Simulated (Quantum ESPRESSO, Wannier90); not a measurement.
## Tight-binding from DFT: HfO2 (P4₂/nmc)

Materials Project entry mp-1018721; symmetrised, unrelaxed at this level. Not found in the COD (Crystallography Open Database) copy used, which has the formula in other groups; not checked further. Computed values, not measurements, from PBEsol: Quantum ESPRESSO (norm-conserving PseudoDojo potentials, cutoff 68 Ry, no spin polarisation, no spin-orbit coupling) on a Γ-centred 8×8×6 mesh, then Wannier90. Density: 10×10×6 mesh, cold smearing 0.01 Ry. Spin-orbit coupling is left out although heavy elements are present.

On the energy scale of pw.x, whose zero is arbitrary, the valence-band maximum lies at 11.40 eV.

Input w.win:

```
num_bands = 6
num_wann = 6
exclude_bands = 1-2,9-50
num_iter = 1000
conv_tol = 1.0e-6
conv_window = 4
write_hr = true
write_u_matrices = true
auto_projections = true
begin unit_cell_cart
ang
    3.5580200000    0.0000000000    0.0000000000
    0.0000000000    3.5580200000    0.0000000000
    0.0000000000    0.0000000000    5.1718600000
end unit_cell_cart
begin atoms_frac
Hf   0.5000000000  0.5000000000  0.5000000000
Hf   0.0000000000  0.0000000000  0.0000000000
O    0.0000000000  0.5000000000 -0.3027900000
O    0.0000000000  0.5000000000  0.1972100000
O    0.5000000000  0.0000000000 -0.1972100000
O    0.5000000000  0.0000000000  0.3027900000
end atoms_frac
mp_grid = 8 8 6
begin kpoints
0.0000000000 0.0000000000 0.0000000000
0.0000000000 0.0000000000 0.1666666667
0.0000000000 0.0000000000 0.3333333333
... (381 more lines: the 8x8x6 mesh through Gamma)
end kpoints
```

Input of pw2wannier90.x that gives the overlap and projection files (equivalent; here they were cut from one run over all bands):

```
&inputpp
  outdir = './out'
  prefix = 'pwscf'
  seedname = 'w'
  write_amn = .true.
  write_mmn = .true.
  atom_proj = .true.
  atom_proj_exclude = 1 5 6 7 8 9 10 11 15 16 17 18 19 20 21 22 23 24 25 26 27 28 29 30 31 32 33 34 35 36
/
```

Output w.wout (banner and timings cut):

```
                                    ------
                                    SYSTEM
                                    ------

                              Lattice Vectors (Ang)
                    a_1     3.558020   0.000000   0.000000
                    a_2     0.000000   3.558020   0.000000
                    a_3     0.000000   0.000000   5.171860

                   Unit Cell Volume:      65.47319  (Ang^3)

                        Reciprocal-Space Vectors (Ang^-1)
                    b_1     1.765922   0.000000   0.000000
                    b_2     0.000000   1.765922   0.000000
                    b_3     0.000000   0.000000   1.214879

 *----------------------------------------------------------------------------*
 |   Site       Fractional Coordinate          Cartesian Coordinate (Ang)     |
 +----------------------------------------------------------------------------+
 | hf   1   0.50000   0.50000   0.50000   |    1.77901   1.77901   2.58593    |
 | hf   2   0.00000   0.00000   0.00000   |    0.00000   0.00000   0.00000    |
 | o    1   0.00000   0.50000  -0.30279   |    0.00000   1.77901  -1.56599    |
 | o    2   0.00000   0.50000   0.19721   |    0.00000   1.77901   1.01994    |
 | o    3   0.50000   0.00000  -0.19721   |    1.77901   0.00000  -1.01994    |
 | o    4   0.50000   0.00000   0.30279   |    1.77901   0.00000   1.56599    |
 *----------------------------------------------------------------------------*
                                ------------
                                K-POINT GRID
                                ------------

             Grid size =  8 x  8 x  6      Total points =  384

 *---------------------------------- MAIN ------------------------------------*
 |  Number of Wannier Functions               :                 6             |
 |  Number of Objective Wannier Functions     :                 6             |
 |  Number of input Bloch states              :                 6             |
 |  Output verbosity (1=low, 5=high)          :                 1             |
 |  Timing Level (1=low, 5=high)              :                 1             |
 |  Optimisation (0=memory, 3=speed)          :                 3             |
 |  Length Unit                               :               Ang             |
 |  Post-processing setup (write *.nnkp)      :                 F             |
 |  Using Gamma-only branch of algorithms     :                 F             |
 *----------------------------------------------------------------------------*
 *------------------------------- WANNIERISE ---------------------------------*
 |  Total number of iterations                :              1000             |
 |  Number of CG steps before reset           :                 5             |
 |  Trial step length for line search         :             2.000             |
 |  Convergence tolerence                     :         0.100E-05             |
 |  Convergence window                        :                 4             |
 |  Iterations between writing output         :                 1             |
 |  Iterations between backing up to disk     :               100             |
 |  Write r^2_nm to file                      :                 F             |
 |  Write xyz WF centres to file              :                 F             |
 |  Write on-site energies <0n|H|0n> to file  :                 F             |
 |  Use guiding centre to control phases      :                 F             |
 |  Use phases for initial projections        :                 F             |
 *----------------------------------------------------------------------------*
 *-------------------------------- PLOTTING ----------------------------------*
 |  Plotting Hamiltonian in WF basis          :                 T             |
 *----------------------------------------------------------------------------*

 *---------------------------------- K-MESH ----------------------------------*
 +----------------------------------------------------------------------------+
 |                    Distance to Nearest-Neighbour Shells                    |
 |                    ------------------------------------                    |
 |          Shell             Distance (Ang^-1)          Multiplicity         |
 |          -----             -----------------          ------------         |
 |             1                   0.202480                      2            |
 |             2                   0.220740                      4            |
 |             3                   0.299540                      8            |
 |             4                   0.312174                      4            |
 |             5                   0.372090                      8            |
 |             6                   0.404960                      2            |
 |             7                   0.441480                      4            |
 |             8                   0.461214                      8            |
       ... (lines left out)
 +----------------------------------------------------------------------------+
 | The b-vectors are chosen automatically                                     |
 | The following shells are used:                       1,  2                 |
 +----------------------------------------------------------------------------+
 |                        Shell   # Nearest-Neighbours                        |
 |                        -----   --------------------                        |
 |                          1               2                                 |
 |                          2               4                                 |
 +----------------------------------------------------------------------------+
 | Completeness relation is fully satisfied [Eq. (B1), PRB 56, 12847 (1997)]  |
 +----------------------------------------------------------------------------+
 |                  b_k Vectors (Ang^-1) and Weights (Ang^2)                  |
 |                  ----------------------------------------                  |
 |            No.         b_k(x)      b_k(y)      b_k(z)        w_b           |
 |            ---        --------------------------------     --------        |
 |             1         0.000000    0.000000    0.202480    12.195688        |
 |             2         0.000000    0.000000   -0.202480    12.195688        |
 |             3         0.000000    0.220740    0.000000    10.261409        |
 |             4         0.220740    0.000000    0.000000    10.261409        |
 |             5         0.000000   -0.220740    0.000000    10.261409        |
 |             6        -0.220740    0.000000    0.000000    10.261409        |
 +----------------------------------------------------------------------------+
 |                           b_k Directions (Ang^-1)                          |
 |                           -----------------------                          |
 |            No.           x           y           z                         |
 |            ---        --------------------------------                     |
 |             1         0.000000    0.000000    0.202480                     |
 |             2         0.000000    0.220740    0.000000                     |
 |             3         0.220740    0.000000    0.000000                     |
 +----------------------------------------------------------------------------+

 Starting a new Wannier90 calculation ...

 Reading overlaps from w.mmn

 Reading projections from w.amn

 *------------------------------- WANNIERISE ---------------------------------*
 +--------------------------------------------------------------------+<-- CONV
 | Iter  Delta Spread     RMS Gradient      Spread (Ang^2)            |<-- CONV
 +--------------------------------------------------------------------+<-- CONV

 ------------------------------------------------------------------------------
 Initial State
  WF centre and spread    1  (  1.779010,  1.779010,  2.585930 )     0.62150463
  WF centre and spread    2  (  1.779010,  1.779010,  2.601343 )     0.63254264
  WF centre and spread    3  (  1.779010,  1.779010,  2.570517 )     0.63254263
  WF centre and spread    4  (  0.000000,  0.000000,  0.000000 )     0.62150462
  WF centre and spread    5  ( -0.000000,  0.000000, -0.015413 )     0.63254263
  WF centre and spread    6  ( -0.000000,  0.000000,  0.015413 )     0.63254263
  Sum of centres and spreads (  5.337030,  5.337030,  7.757790 )     3.77317979

      0     0.377E+01     0.0000000000        3.7731797774  <-- CONV
        O_D=      0.0001043 O_OD=      0.0026072 O_TOT=      3.7731798 <-- SPRD
 ------------------------------------------------------------------------------
      1    -0.247E-04     0.0018155246        3.7731550569  <-- CONV
        O_D=      0.0001044 O_OD=      0.0025824 O_TOT=      3.7731551 <-- SPRD
      2    -0.231E-06     0.0003117026        3.7731548258  <-- CONV
        O_D=      0.0001043 O_OD=      0.0025822 O_TOT=      3.7731548 <-- SPRD
      3    -0.739E-08     0.0000708158        3.7731548184  <-- CONV
        O_D=      0.0001043 O_OD=      0.0025822 O_TOT=      3.7731548 <-- SPRD
      4    -0.114E-08     0.0000407817        3.7731548173  <-- CONV
        O_D=      0.0001043 O_OD=      0.0025822 O_TOT=      3.7731548 <-- SPRD
      5    -0.686E-09     0.0000229029        3.7731548166  <-- CONV
        O_D=      0.0001043 O_OD=      0.0025822 O_TOT=      3.7731548 <-- SPRD
             <<<     Delta < 1.000E-06  over  4 iterations     >>>
             <<< Wannierisation convergence criteria satisfied >>>
 Final State
  WF centre and spread    1  (  1.779010,  1.779010,  2.585930 )     0.62150607
  WF centre and spread    2  (  1.779010,  1.779010,  2.601342 )     0.63253567
  WF centre and spread    3  (  1.779010,  1.779010,  2.570518 )     0.63253567
  WF centre and spread    4  (  0.000000,  0.000000,  0.000000 )     0.62150606
  WF centre and spread    5  ( -0.000000,  0.000000, -0.015412 )     0.63253567
  WF centre and spread    6  ( -0.000000,  0.000000,  0.015412 )     0.63253567
  Sum of centres and spreads (  5.337030,  5.337030,  7.757790 )     3.77315482

         Spreads (Ang^2)       Omega I      =     3.770468284
        ================       Omega D      =     0.000104333
                               Omega OD     =     0.002582200
    Final Spread (Ang^2)       Omega Total  =     3.773154817
```
